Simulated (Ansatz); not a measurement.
WO3:
```xyz
16
Lattice="5.3162 0.0000 0.0000 0.0000 5.2750 0.0000 -0.0962 0.0000 7.7388" Properties=species:S:1:pos:R:3 pbc="T T T"
W      3.9017     1.4185     5.5601
W      1.3183     3.8565     2.1786
W      1.2702     4.0560     6.0480
W      3.9498     1.2190     1.6907
O      2.4749     0.1402     1.7644
O      2.7451     5.1348     5.9744
O      2.7932     2.7777     2.1050
O      2.4268     2.4973     5.6338
O      1.3351     3.7355     0.0471
O      3.8850     1.5395     7.6917
O      3.9330     1.0980     3.8223
O      1.2870     4.1770     3.9165
O      0.0485     0.1319     5.9732
O      5.1715     5.1431     1.7656
O      5.1234     2.7694     5.6350
O      0.0966     2.5056     2.1038
```

Relaxed with PBEsol. Special points in fractions of this cell's reciprocal vectors: Γ (0.000, 0.000, 0.000); Z (0.000, 0.500, 0.000); D (0.000, 0.500, 0.500); B (0.000, 0.000, 0.500); A (-0.500, 0.000, 0.500); E (-0.500, 0.500, 0.500); C2 (-0.500, 0.500, 0.000); Y2 (-0.500, 0.000, 0.000).

List the band energies nearest the valence-band maximum at these points for plane-wave PAW PBEsol (Ansatz code).

In eV from the valence-band maximum; about four levels below and three above (degenerate sets whole), none deeper than 8.9 eV; points with the same levels are listed once.

```csv
k,below,above
Γ,-0.27 -0.09 -0.03 0.00,1.67 1.71 1.73
Z,-0.61 -0.61 -0.38 -0.38,3.28 3.28 3.53 3.53
D,-0.62 -0.62 -0.52 -0.52,3.71 3.71 3.73 3.73
B,-0.64 -0.64 -0.01 -0.01,1.69 1.69 3.04 3.04
A,-0.64 -0.64 -0.59 -0.59,3.48 3.48 3.72 3.72
E,-0.64 -0.64 -0.64 -0.64,3.12 3.12 3.13 3.13
C2,-1.14 -1.14 -0.10 -0.10,1.83 1.83 4.05 4.05
Y2,-0.60 -0.57 -0.50 -0.48,3.29 3.30 3.37
```

Space group P2_1/c. The first step of the workflow began from a Materials Project structure, measured or hypothetical; the Crystallography Open Database files this formula in space group No. 14, but the cells were not matched. Its standing as an ambient phase is unchecked. The cell was relaxed with PBEsol under the symmetry of its start; its stability against distortions is not shown here. No spin polarisation was allowed. No Hubbard U is applied. Scalar-relativistic: spin–orbit coupling is off unless named, which matters more the heavier the elements.

Potentials: the later of the program's two PAW sets.
